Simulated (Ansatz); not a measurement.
Method: DFT PBEsol, scalar-relativistic, plane waves, PAW (Ansatz).

Structure of Bi$_{2}$Te:

```xyz
6
Lattice="-4.0799 4.0799 3.0813 4.0799 -4.0799 3.0813 4.0799 4.0799 -3.0813" Properties=species:S:1:pos:R:3 pbc="T T T"
Bi    4.0810    2.0400    0.7703
Bi   -0.0011    2.0400    3.8516
Bi    2.0400    4.0788   -0.7703
Bi    2.0400    0.0011    2.3110
Te    0.0000    0.0000    0.0000
Te    0.0000    4.0799    1.5406
```

Settings: cutoff 420 eV, Γ-centred mesh 8×8×8 on the computed 6-atom cell, Gaussian smearing of 0.10 eV; no spin polarisation.

Levels along Γ–X–M–Γ–Z | Z0–M | X–P–N–Γ, in eV from the Fermi level, sorted by energy at each point. Points in fractions of the primitive reciprocal vectors: Γ (0.000 0.000 0.000), X (0.000 0.000 0.500), M (-0.500 0.500 0.500), Z (0.393 0.393 -0.393), Z0 (-0.393 0.607 0.393), P (0.250 0.250 0.250), N (0.000 0.500 0.000).
```csv
point,"k (1/Å, with 2π)",band 43,band 44,band 45,band 46,band 47,band 48,band 49
Γ,0.000,-2.29,-2.10,-2.10,-1.15,2.12,2.65,2.65
-,0.078,-2.34,-2.06,-2.05,-1.05,2.06,2.53,2.64
-,0.156,-2.39,-1.97,-1.93,-0.82,1.91,2.19,2.62
-,0.233,-2.25,-1.81,-1.75,-0.59,1.69,1.69,2.40
-,0.311,-1.93,-1.62,-1.58,-0.44,1.07,1.48,1.78
-,0.389,-1.52,-1.45,-1.39,-0.40,0.41,1.12,1.38
-,0.467,-1.34,-1.17,-1.12,-0.37,-0.27,0.48,1.46
X,0.544,-1.02,-1.02,-0.91,-0.91,-0.07,-0.07,1.73
-,0.622,-1.22,-1.22,-0.70,-0.70,-0.06,-0.06,1.73
-,0.700,-1.45,-1.45,-0.46,-0.46,-0.01,-0.01,1.74
-,0.778,-1.66,-1.66,-0.26,-0.26,0.03,0.03,1.76
-,0.856,-1.67,-1.67,-0.15,-0.15,0.12,0.12,1.80
-,0.933,-1.29,-1.29,-0.16,-0.16,0.24,0.24,1.51
-,1.011,-0.71,-0.71,-0.19,-0.19,0.30,0.30,0.88
M,1.089,-0.28,-0.28,-0.08,-0.08,0.05,0.05,0.56
-,1.199,-0.97,-0.74,-0.51,-0.46,0.59,0.82,0.89
-,1.309,-1.55,-1.23,-1.11,-0.81,1.24,1.30,1.36
-,1.419,-1.63,-1.45,-1.21,-1.19,1.09,1.65,1.97
-,1.529,-1.93,-1.55,-1.52,-0.88,1.26,1.79,2.35
-,1.639,-2.14,-1.84,-1.78,-0.79,1.66,2.06,2.52
-,1.749,-2.25,-2.03,-2.01,-0.98,2.00,2.44,2.61
Γ,1.859,-2.29,-2.10,-2.10,-1.15,2.12,2.65,2.65
-,1.973,-2.25,-1.77,-1.77,-1.26,2.03,2.52,2.52
-,2.088,-2.10,-1.59,-1.15,-1.15,1.97,2.25,2.25
-,2.202,-1.85,-1.85,-0.57,-0.57,1.87,2.06,2.06
-,2.316,-1.53,-1.53,-0.30,-0.30,1.10,2.17,2.17
-,2.431,-1.13,-1.13,-0.41,-0.41,0.24,2.02,2.02
-,2.545,-0.75,-0.75,-0.69,-0.69,0.10,1.30,1.30
Z,2.659,-1.24,-1.06,-0.26,-0.26,0.77,0.77,0.85
Z0,2.659,-1.24,-1.06,-0.26,-0.26,0.77,0.77,0.85
-,2.691,-1.22,-0.92,-0.17,-0.17,0.68,0.68,0.71
-,2.722,-1.07,-0.78,-0.08,-0.08,0.55,0.59,0.61
-,2.753,-0.92,-0.63,-0.02,-0.02,0.38,0.45,0.57
-,2.785,-0.76,-0.49,0.02,0.02,0.22,0.32,0.55
-,2.816,-0.60,-0.35,0.04,0.04,0.05,0.19,0.55
-,2.847,-0.44,-0.22,-0.11,0.05,0.05,0.05,0.56
M,2.878,-0.28,-0.28,-0.08,-0.08,0.05,0.05,0.56
X,2.878,-1.02,-1.02,-0.91,-0.91,-0.07,-0.07,1.73
-,2.951,-1.36,-1.36,-0.62,-0.62,0.07,0.07,1.75
-,3.024,-1.77,-1.77,-0.35,-0.35,0.41,0.41,1.80
-,3.097,-2.17,-2.17,-0.17,-0.17,0.82,0.82,1.83
-,3.170,-2.29,-2.29,-0.14,-0.14,1.25,1.25,1.81
-,3.243,-1.99,-1.99,-0.31,-0.31,1.64,1.64,1.77
-,3.316,-1.55,-1.55,-0.65,-0.65,1.76,1.76,1.96
P,3.388,-1.11,-1.11,-1.06,-1.06,1.76,1.76,2.10
-,3.443,-1.28,-1.10,-0.99,-0.94,1.66,1.75,1.85
-,3.498,-1.45,-1.12,-0.91,-0.76,1.40,1.62,1.71
-,3.553,-1.60,-1.11,-0.81,-0.58,1.11,1.38,1.57
-,3.608,-1.73,-1.08,-0.68,-0.40,0.84,1.06,1.41
-,3.663,-1.78,-1.04,-0.52,-0.23,0.62,0.71,1.24
-,3.718,-1.65,-1.00,-0.30,-0.06,0.36,0.43,1.10
N,3.773,-1.59,-0.98,-0.11,0.03,0.12,0.34,1.05
-,3.865,-1.33,-1.18,-0.52,-0.32,0.49,0.97,1.15
-,3.956,-1.53,-1.53,-0.70,-0.50,0.93,1.13,2.07
-,4.047,-1.81,-1.75,-0.78,-0.76,1.13,1.71,2.28
-,4.138,-2.03,-1.41,-1.16,-1.10,1.58,2.02,2.12
-,4.230,-2.18,-1.58,-1.54,-1.20,1.94,2.14,2.40
-,4.321,-2.27,-1.94,-1.93,-1.15,2.05,2.52,2.58
Γ,4.412,-2.29,-2.10,-2.10,-1.15,2.12,2.65,2.65
```

Spin-orbit coupling is left out, which matters for the bands of heavy elements.